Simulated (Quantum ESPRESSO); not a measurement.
## Mo3WS3Se5 (a curve over one atom's position)

Simulated, not a measurement. The program is pw.x of Quantum ESPRESSO 7.5 (plane-wave density functional theory). The cell is made up: 12 atoms on a layered 2H lattice, with randomly drawn elements, strain and displacements, not relaxed. PseudoDojo standard norm-conserving files (v0.5 for PBE, v0.4.1 for LDA and PBEsol) set the functional; there is no spin polarisation, spin-orbit coupling or dispersion term, and the masses in the input are unused placeholders.

Seven runs move atom 12 (S, counted in the order of the input) along z and keep all else fixed.

Input of the run at +0.0011:

```
&control calculation='scf', pseudo_dir='./dojo.nc.sr.pbe.v0_5.standard.upf', outdir='./o', disk_io='low', tprnfor=.true., tstress=.true. /
&system ibrav=0, nat=12, ntyp=4, nbnd=83, ecutwfc=85.99341389, nosym=.true., tot_charge=0,
 occupations='smearing', smearing='fd', degauss=0.0018374661
/
&electrons conv_thr=7.350e-09, electron_maxstep=60, /
ATOMIC_SPECIES
Mo 1.0 Mo.upf
S 1.0 S.upf
Se 1.0 Se.upf
W 1.0 W.upf
CELL_PARAMETERS angstrom
3.2812 -0.0367 -0.009
-0.0636 5.6784 -0.0049
-0.0359 -0.0112 12.9374
ATOMIC_POSITIONS angstrom
Mo 0.1343 1.7951 3.1268
W 1.6721 1.0445 9.6136
Mo 1.7183 4.5501 3.2597
Mo -0.0952 3.6877 9.748
S -0.03 1.9513 7.9774
Se -0.1245 1.8459 11.2869
Se 1.6384 0.6981 1.6106
Se 1.6864 1.0034 4.7591
S 1.5801 4.7275 8.0558
Se 1.6433 4.717 11.2875
Se -0.0175 3.7683 1.7052
S -0.1247 3.7678 4.7521
K_POINTS automatic
7 4 2 1 1 1
```

```
shift of atom 12 along z (Å)  free energy less that of the input shown (eV)  Fx on atom 12 (eV/Å)  Fy on atom 12 (eV/Å)  Fz on atom 12 (eV/Å)  pressure (GPa)  next band up at Gamma (eV)  iterations
                     -0.1756                                         0.5021                 3.566                -2.381                 4.590            8.26                       1.144          19
                     -0.1430                                         0.3636                 3.306                -2.174                 3.910            7.77                       1.193          19
                     -0.0340                                         0.0536                 2.556                -1.564                 1.831            6.32                       1.296          20
                     +0.0011                                         0.0000                 2.350                -1.394                 1.232            5.90                       1.314          22
                     +0.0371                                        -0.0339                 2.156                -1.232                 0.656            5.51                       1.327          22
                     +0.0910                                        -0.0475                 1.893                -1.013                -0.133            4.96                       1.338          22
                     +0.1314                                        -0.0312                 1.717                -0.866                -0.667            4.59                       1.340          22
```

A cubic fit gives dFz/dz = -16.59 eV/Å² at zero shift. Across the table the free energy follows the integral of the force to within 0.1 meV. A rerun of one of the cells at a cutoff of 1467 eV and k mesh 9 x 6 x 4 moved values by no more than 0.002 eV in energy, 0.03 GPa in stress and 0.017 eV/Å in force. The band column is the level of band 78 at Gamma less that of band 77, whose number is half the electron count, rounded up; it comes from a band step after each run.